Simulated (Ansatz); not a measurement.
# How close does DFT come to the measured hyperfine parameters of ZrB2?

**Measured values to compare with.**

“Doping-induced superconductivity of ZrB2 and HfB2”, 2017, arxiv:1703.03253 reports, for a powder: ν_Q of ¹¹B about 54 kHz. On the ν_Q of ¹¹B: quadrupole splitting nu_Q, not the coupling constant C_Q; one typical value given for both ZrB2 and HfB2.

Cell of run 1: an entry of the Crystallography Open Database (COD), whose atoms a relaxation with PBE at fixed cell left in place.

```
Zr B
1.0
     3.17000    0.00000    0.00000
    -1.58500    2.74530    0.00000
     0.00000    0.00000    3.53300
Zr B
1 2
Direct
  0.00000 0.00000 0.00000
  0.33333 0.66667 0.50000
  0.66667 0.33333 0.50000
```

Sites (sets of like atoms) are named by element and the number of their first atom in this list.

All runs are DFT with Ansatz 0.2.0 (plane waves and PAW, scalar-relativistic unless spin–orbit coupling is named, Γ-centred meshes, Fermi–Dirac smearing) in this cell.

Run 1: PBE, atoms relaxed; 420 eV, 17×17×13 k-points, smearing 0.05 eV.
Run 2: r2SCAN, at the relaxed atoms; 500 eV, 17×17×13 k-points, smearing 0.05 eV.
Run 3: PBE with spin–orbit coupling, at the relaxed atoms; 420 eV, 17×17×13 k-points, smearing 0.05 eV.
Run 4: LDA, at the relaxed atoms; 420 eV, 17×17×13 k-points, smearing 0.05 eV.

¹¹B: I = 3/2, Q = 40.59 mb (Pyykkö 2018). C_Q = eQV_zz/h. ν_Q = 3|C_Q|/[2I(2I − 1)].

**Question.** What do the runs give for these quantities, and how close do they come?

**Answer.** 

| quantity | unit | measured | run 1 | run 2 | run 3 | run 4 |
| --- | --- | --- | --- | --- | --- | --- |
| ν_Q of ¹¹B | MHz | 0.054 | 0.028 | 0.029 | 0.028 | 0.035 |

For the ν_Q of ¹¹B, the closest is run 4 (-36 %), the farthest runs 1, 3 (-48 %).

The runs hold the atoms at rest, while the measurements include thermal motion.

In runs 1, 2, 3, 4 there is no gap above 0.1 eV, so the gradients can move by 10 % or more with the k-mesh. The cell isn't the equilibrium one in run 4 (calculated pressure -9 GPa), and the entry's cell may itself be off.
